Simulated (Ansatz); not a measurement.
Relaxed-ion elastic tensor of Mo2C in space group P-3m1 (No. 164; Mo on 2d, C on 1b) in GPa (Voigt order), PBEsol (plane waves, PAW; program Ansatz); density 9.21 g/cm³, 12.26 Å³ per atom.

|  | 1 | 2 | 3 | 4 | 5 | 6 |
|---|---|---|---|---|---|---|
| 1 | 504 | 140 | 204 | 24.0 | 0.0 | 0.0 |
| 2 | 140 | 504 | 204 | -24.0 | 0.0 | 0.0 |
| 3 | 204 | 204 | 495 | 0.0 | 0.0 | 0.0 |
| 4 | 24.0 | -24.0 | 0.0 | 139 | 0.0 | 0.0 |
| 5 | 0.0 | 0.0 | 0.0 | 0.0 | 139 | 24.0 |
| 6 | 0.0 | 0.0 | 0.0 | 0.0 | 24.0 | 182 |

Task: Is the crystal mechanically stable?

Result: Yes: the smallest eigenvalue of C is 128 GPa.

Task: Work out the Voigt, Reuss and Hill averages.

Result: K_V = 289, K_R = 288, K_H = 288; G_V = 156, G_R = 150, G_H = 153 GPa.

Task: Give Young's modulus, Poisson's ratio, Pugh's ratio and the universal anisotropy index.

Result: E = 9KG/(3K + G) = 389 GPa; ν = 0.28; K/G = 1.89 (ductile by the Pugh limit of 1.75); A_U = 5G_V/G_R + K_V/K_R − 6 = 0.19.

Task: Estimate the sound speeds and the Debye temperature.

Result: v_l = √((K + 4G/3)/ρ) = 7310 m/s, v_t = √(G/ρ) = 4070 m/s, mean 4530 m/s; Θ = (h/k)(3n/4πV)^(1/3) v_m = 586 K.

Task: How much does each axis shrink under pressure?

Result: Linear compressibilities β_i = Σ_j S_ij (j = 1 to 3): x 1.2, y 1.2, z 1.0 per TPa.

The workflow started from a Materials Project entry (that database holds measured and hypothetical structures alike); the Crystallography Open Database copy checked does not list it. COD files the formula under space group No. 60, so this cell is another polymorph or a model. Its standing as an ambient phase is unchecked. Symmetry was held in the PBEsol relaxation; of distortions, only those at the zone centre were tested. The run is not spin-polarised. As this level gives no gap, shear constants depend on the k-mesh and smearing (Fermi–Dirac, 0.1 eV here).

Potentials: the later of the program's two PAW sets.
